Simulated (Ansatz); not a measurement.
A plane-wave DFT run in Ansatz 0.2.0 (scalar-relativistic PAW potentials unless the input names others): input and command.

```yaml
crystal:
  lattice:
    - [4.0240984401, 0.0, 0.0]
    - [0.0, 4.0240984401, 0.0]
    - [0.0, 0.0, 7.3650667489]
  atoms:
    - { symbol: Ba, position: [0.5, 0.5, 0.7519106402] }
    - { symbol: Ba, position: [0.5, 0.5, 0.2480893598] }
    - { symbol: Cu, position: [0.0, 0.0, 0.5] }
    - { symbol: S, position: [0.0, 0.0, 0.0] }
    - { symbol: O, position: [0.0, 0.5, 0.5] }
    - { symbol: O, position: [0.5, 0.0, 0.5] }
basis:
  ecutwfc: 420
kpoints:
  mp_grid: { grid: [12, 12, 8] }
hamiltonian:
  xc: pbe
  hubbard: { sites: [{ species: Cu, l: d, u_eff: 4.0 }] }
scf:
  occupations: { method: tetrahedron_uncorrected }
  convergence: { dr2_threshold: 1.0e-08 }
output:
  forces: true
  eigenvalues: true
  stress: true
```

```bash
ansatz run input.yaml --threads 1 --pin off --max-ram 2560MiB --backend cpu --events-out ev --progress --plain --runs-dir out
```

Abridged log:
```
Warning: output.stress: scf.convergence.dr2_threshold = 1e-8 eV is looser than the 6e-10 eV advised for a printed stress (1e-10 eV for each atom of the cell: 6). ...
Basis set: ecut = 420 eV, 2361 PW (Γ), exchange–correlation on 54×54×100 points (8 copies of the dense FFT grid, shifted against one another)
Bands: 35, of which v1, the nominal top of the filled ones, is band 29 counted from 1 (28 counted from 0)
Symmetry: 16 space group operations
k-points: 140 of 1152
SCF iter   1: F=—  HF=-20573.782017 eV  |F-HF|=—  |Δ(HF+E_count)|=         —  Δρ=2.56e-1  dr2=1.10e2  ethr=3.10e-3  ⟨swp⟩=9.1  Hψ=25968  notcnv=0
SCF iter   2: F=—  HF=-20577.405603 eV  |F-HF|=—  |Δ(HF+E_count)|=    3.62e0  Δρ=2.11e-1  dr2=2.72e1  ethr=3.10e-3  ⟨swp⟩=5.6  Hψ=16460  notcnv=0  defer=179
SCF iter   3: F=—  HF=-20566.815823 eV  |F-HF|=—  |Δ(HF+E_count)|=    1.06e1  Δρ=3.83e-2  dr2=2.63e0  ethr=3.10e-3  ⟨swp⟩=4.1  Hψ=13770  notcnv=0  defer=220
SCF iter   4: F=—  HF=-20566.562073 eV  |F-HF|=—  |Δ(HF+E_count)|=   2.54e-1  Δρ=1.79e-2  dr2=1.75e0  ethr=3.10e-3  ⟨swp⟩=2.3  Hψ=8771  notcnv=0  defer=216
SCF iter   5: F=—  HF=-20566.266641 eV  |F-HF|=—  |Δ(HF+E_count)|=   2.95e-1  Δρ=9.66e-3  dr2=6.04e-1  ethr=3.08e-3  ⟨swp⟩=4.4  Hψ=10196  notcnv=0  defer=224
SCF iter   6: F=—  HF=-20566.119643 eV  |F-HF|=—  |Δ(HF+E_count)|=   1.47e-1  Δρ=7.46e-3  dr2=2.05e-1  ethr=1.06e-3  ⟨swp⟩=4.6  Hψ=8090  notcnv=0  defer=231
SCF iter   7: F=—  HF=-20566.095657 eV  |F-HF|=—  |Δ(HF+E_count)|=   2.40e-2  Δρ=7.21e-3  dr2=6.49e-2  ethr=3.60e-4  ⟨swp⟩=4.6  Hψ=8556  notcnv=0  defer=227
SCF iter   8: F=—  HF=-20566.090671 eV  |F-HF|=—  |Δ(HF+E_count)|=   4.99e-3  Δρ=2.04e-3  dr2=4.45e-3  ethr=1.14e-4  ⟨swp⟩=3.3  Hψ=8083  notcnv=0  defer=229
SCF iter   9: F=—  HF=-20566.091065 eV  |F-HF|=—  |Δ(HF+E_count)|=   3.94e-4  Δρ=1.47e-3  dr2=2.94e-3  ethr=7.80e-6  ⟨swp⟩=4.4  Hψ=10032  notcnv=0  defer=227
SCF iter  10: F=—  HF=-20566.091150 eV  |F-HF|=—  |Δ(HF+E_count)|=   8.56e-5  Δρ=9.23e-4  dr2=2.45e-3  ethr=5.15e-6  ⟨swp⟩=4.4  Hψ=8031  notcnv=0  defer=229
SCF iter  11: F=—  HF=-20566.090922 eV  |F-HF|=—  |Δ(HF+E_count)|=   2.28e-4  Δρ=2.90e-4  dr2=2.48e-4  ethr=4.30e-6  ⟨swp⟩=3.3  Hψ=6058  notcnv=0  defer=228
SCF iter  12: F=—  HF=-20566.090902 eV  |F-HF|=—  |Δ(HF+E_count)|=   2.02e-5  Δρ=1.86e-4  dr2=5.73e-5  ethr=4.34e-7  ⟨swp⟩=3.8  Hψ=7596  notcnv=0  defer=228
SCF iter  13: F=—  HF=-20566.090899 eV  |F-HF|=—  |Δ(HF+E_count)|=   2.78e-6  Δρ=2.07e-5  dr2=9.38e-7  ethr=1.01e-7  ⟨swp⟩=3.5  Hψ=6945  notcnv=0  defer=228
SCF iter  14: F=—  HF=-20566.090898 eV  |F-HF|=—  |Δ(HF+E_count)|=   1.56e-6  Δρ=1.27e-5  dr2=2.29e-7  ethr=1.65e-9  ⟨swp⟩=3.8  Hψ=9817  notcnv=0  defer=231
SCF iter  15: F=—  HF=-20566.090898 eV  |F-HF|=—  |Δ(HF+E_count)|=   1.12e-8  Δρ=4.69e-6  dr2=3.24e-8  ethr=4.01e-10  ⟨swp⟩=3.6  Hψ=8301  notcnv=0  defer=228
SCF iter  16: F=-20566.090898 eV  HF=-20566.090898 eV  |F-HF|=1.96e-10  |Δ(HF+E_count)|=  1.53e-10  Δρ=8.21e-7  dr2=1.38e-9  ethr=1.75e-11  ⟨swp⟩=11.2  Hψ=25590  notcnv=0
SCF 1 converged in 16 iterations: F = -20566.090898 eV  dr2 = 1.38e-9
SCF converged after 16 iterations
Free energy (F): -20566.090898 eV
Harris-Foulkes:  -20566.090898 eV  (|F-HF|=1.96e-10)
Internal energy: -20566.090858 eV  (E = F + TS)
E sigma→0 (E₀):  -20566.090898 eV
Entropy (-TS):   -0.000040 eV (-0.007 meV/atom)
Fermi energy:    8.524450 eV
--- Forces (eV/Å), atoms counted from 1 ---
  atom   1  Ba     0.00000000     0.00000000     0.04332986
  atom   2  Ba     0.00000000     0.00000000    -0.04332986
  atom   3  Cu     0.00000000     0.00000000     0.00000000
  atom   4  S      0.00000000     0.00000000     0.00000000
  atom   5  O      0.00000000     0.00000000     0.00000000
  atom   6  O      0.00000000     0.00000000     0.00000000
--- Stress (GPa, compression-positive) ---
        0.040085       0.000000       0.000000
        0.000000       0.040085       0.000000
        0.000000       0.000000      -0.007827
  P = ⅓ Tr σ = 0.0241 GPa (0.241 kbar)
Occupation matrices written to <dir>
```

Apart from outputs and empty bands, the input differs from a reference run on usual settings in scf.occupations.width: 0.15 → not typed; scf.occupations.method: "gaussian" → "tetrahedron_uncorrected"; scf.convergence.dr2_threshold: not typed → 1e-08. The reference, at the same geometry (not necessarily relaxed), gave pressure 0.02 GPa, largest force 0.020 eV/Å, no gap on the mesh. This run converged in 16 SCF iterations (reference: 15) with an energy at zero smearing 2.70 meV/atom above the reference's, pressure 0.02 GPa, largest force 0.043 eV/Å, no gap on the mesh.

It took 2.2 min on 1 thread of Arm Neoverse N1, with other jobs on the host, peak memory 1 GiB.